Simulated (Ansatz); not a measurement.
BaTiO₃ (cubic perovskite, space group No. 221) at seven volumes, DFT-LDA in the program Ansatz with PAW potentials, scaled uniformly. One row is withheld.

```tsv
V (Å³/atom)	P (GPa)
11.086	22.75
11.451	13.88
11.817	?
12.182	-0.01
12.547	-5.42
12.913	-10.01
13.278	-13.90
```

Q: Fit the shown pressures and predict the withheld one.

A: P = (3/2)B₀(x^(7/2) − x^(5/2))[1 + (3/4)(B′ − 4)(x − 1)] with x = (V₀/V)^(2/3). Least squares on the six rows gives V₀ = 12.181 Å³/atom, B₀ = 195 GPa, B′ = 4.48. At V = 11.817, x = 1.0204 and P = 6.33 GPa. The run itself gave 6.37 GPa.

Space group Pm-3m (cubic perovskite). This is a known high-temperature phase of the composition, computed here at zero pressure and temperature. The LDA relaxation kept the symmetry of its start. At this level the phase is dynamically unstable (imaginary phonons). No spin polarisation was allowed. Scalar-relativistic: spin–orbit coupling is off unless named, which matters more the heavier the elements.

Potentials: the later of the program's two PAW sets.
